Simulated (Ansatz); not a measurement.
A bilayer cut from bulk SnSe2 (CdI2 type), in the bulk's stacking and in-plane cell, with 15 Å of vacuum. The upper layer (atoms 4 to 6) slides over the lower.

```
CELL_PARAMETERS angstrom
      3.82584     0.00000     0.00000
      1.91292     3.31327     0.00000
      0.00000     0.00000    24.38302
ATOMIC_POSITIONS crystal
  Se 0.66667 0.66667 0.30759
  Sn 0.00000 0.00000 0.37223
  Se 0.33333 0.33333 0.43687
  Se 0.66667 0.66667 0.56313
  Sn 0.00000 0.00000 0.62777
  Se 0.33333 0.33333 0.69241
```

In-plane vectors a = (3.826, 0.000) Å, b = (1.913, 3.313) Å, area 12.68 Å². The shift is s times the vector a (length 3.826 Å), so s = 1 restores the start. Atoms relax along the normal only. γ = [E(shift) − E(0)] / area.

Level of theory: r2SCAN+rVV10 (plane waves to 500 eV, PAW, scalar-relativistic; Ansatz, a first-principles code). k mesh 10×10×1 (Γ-centred), Fermi-Dirac smearing 0.05 eV. Energies are extrapolated to zero smearing. SnSe2 was relaxed with its symmetry unable to fall. γ is measured from zero shift.

```json
[
 {"s": "0.000", "γ (mJ/m²)": "0"},
 {"s": "0.083", "γ (mJ/m²)": "9"},
 {"s": "0.167", "γ (mJ/m²)": "29"},
 {"s": "0.250", "γ (mJ/m²)": "50"},
 {"s": "0.333", "γ (mJ/m²)": "66"},
 {"s": "0.417", "γ (mJ/m²)": "withheld"},
 {"s": "0.500", "γ (mJ/m²)": "79"},
 {"s": "0.583", "γ (mJ/m²)": "withheld"},
 {"s": "0.667", "γ (mJ/m²)": "66"},
 {"s": "0.750", "γ (mJ/m²)": "50"},
 {"s": "0.833", "γ (mJ/m²)": "29"},
 {"s": "0.917", "γ (mJ/m²)": "9"}
]
```

Question: Fit a Fourier form (three harmonics of 1 − cos and sin) to the given rows and predict γ at s = 0.417.

Answer: Least squares on the 10 given rows: γ = (38.6)·[1 − cos(2πs)] + (5.3)·[1 − cos(4πs)] + (0.9)·[1 − cos(6πs)], in mJ/m²; root-mean-square residual 0.2 mJ/m². At 0.417 the fit gives 76 mJ/m²; the calculation gives 76 mJ/m², the same to the digits shown. 

(The slope of γ gives the shear force per area between the displaced halves; near zero shift its curvature is an elastic stiffness.)
